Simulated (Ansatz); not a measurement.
HfSeS:
```
HfSeS
1.0
    3.61230     0.00000     0.00000
   -1.80615     3.12835     0.00000
    0.00000     0.00000     5.84600
Hf Se S
1 1 1
Direct
  0.00000   0.00000   0.98724
  0.33333   0.66667   0.26379
  0.66667   0.33333   0.74896
```

Relaxed with LDA.

Question: Give the optical modes at the zone centre with their infrared activity from DFPT, LDA (plane waves, PAW; program Ansatz).

Answer: Transverse frequencies, without the LO–TO term; a row sums one degenerate level.

| ω (cm⁻¹) | degeneracy | IR ((D/Å)²/amu) | activity | symmetry |
|---|---|---|---|---|
| 108 | 2 | 26.17 | IR | E |
| 222 | 1 | 0.42 | IR | A1 |
| 229 | 2 | 14.30 | IR | E |
| 304 | 1 | 1.25 | IR | A1 |

Question: How high does the top mode go among those that the LO–TO term moves?

Answer: 280 cm⁻¹ for q along x, 280 cm⁻¹ for q along y, 313 cm⁻¹ for q along z.

Space group P3m1. The first step of the workflow began from a Materials Project structure, measured or hypothetical; the Crystallography Open Database copy checked does not list it. With Se and S taken as one species the cell has the higher symmetry P-3m1, so it may be an ordered model of a mixed-site phase. Whether it is the stable phase at ambient conditions was not checked. The LDA relaxation kept the symmetry of its start; its stability against distortions is not shown here. No spin polarisation was allowed. A crystal of weakly bound layers computed without a dispersion correction: the cell and the soft elastic constants depend strongly on that. Scalar-relativistic: spin–orbit coupling is off unless named, which matters more the heavier the elements.

Potentials: the later of the program's two PAW sets.
